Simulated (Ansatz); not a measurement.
C: computed property card

C:
```cif
data_C10
_chemical_formula_sum 'C10'
_space_group_name_H-M_alt 'P 1'
_space_group_IT_number 1
_cell_length_a 4.80855
_cell_length_b 4.80855
_cell_length_c 4.80855
_cell_angle_alpha 90.000
_cell_angle_beta 90.000
_cell_angle_gamma 90.000
loop_
_space_group_symop_operation_xyz
  'x, y, z'
loop_
_atom_site_label
_atom_site_type_symbol
_atom_site_fract_x
_atom_site_fract_y
_atom_site_fract_z
_atom_site_occupancy
C1 C 0.00000 0.00000 0.00000 1
C2 C 0.50000 0.50000 0.50000 1
C3 C 0.17798 0.17798 0.17798 1
C4 C 0.32202 0.32202 0.32202 1
C5 C 0.17798 0.82202 0.82202 1
C6 C 0.32202 0.67798 0.67798 1
C7 C 0.82202 0.17798 0.82202 1
C8 C 0.67798 0.32202 0.67798 1
C9 C 0.82202 0.82202 0.17798 1
C10 C 0.67798 0.67798 0.32202 1
```

Space group Pn-3m (No. 224); conventional cell a = 4.809 Å, b = 4.809 Å, c = 4.809 Å, α = 90.00°, β = 90.00°, γ = 90.00°.

Method: DFT-r²SCAN in the program Ansatz with PAW potentials. The cell and atoms are relaxed at this level. Other levels are named where they apply.

Cell and energy:

Volume per atom: 11.12 Å³
Density: 1.79 g/cm³

Electronic structure:

- Band gap: 4.53 eV (indirect)
- Valence-band maximum: at R
- Conduction-band minimum: on the M–Γ line, 58 % of the way from M (12 equivalent valleys)
- Smallest direct gap on the standard path: 4.92 eV
- Electron effective mass: 2.1, 2.4, 3.2 mₑ (principal values)
- HSE06 gap on the r²SCAN cell: 5.54 eV

Mechanics:

- Bulk modulus (Birch–Murnaghan fit): 1760 kbar
- Pressure derivative B′: 3.8
- Elastic constants (relaxed ions, GPa): C11 = 194, C12 = 168, C44 = 39.5
- Mechanical stability: stable (all eigenvalues of C positive)
- Hill bulk and shear moduli: 177 and 25.0 GPa
- Young's modulus: 71.7 GPa
- Poisson's ratio: 0.43
- Debye temperature from the elastic constants: 566 K

The start of the workflow was typed in or built on a structure type; neither database checked (COD, Materials Project) lists it. It is not the phase usual at ambient conditions (space group No. 194, 227). The r²SCAN relaxation kept the symmetry of its start; whether a distortion lowers the energy is not shown.

Potentials: the earlier of the program's two PAW sets.
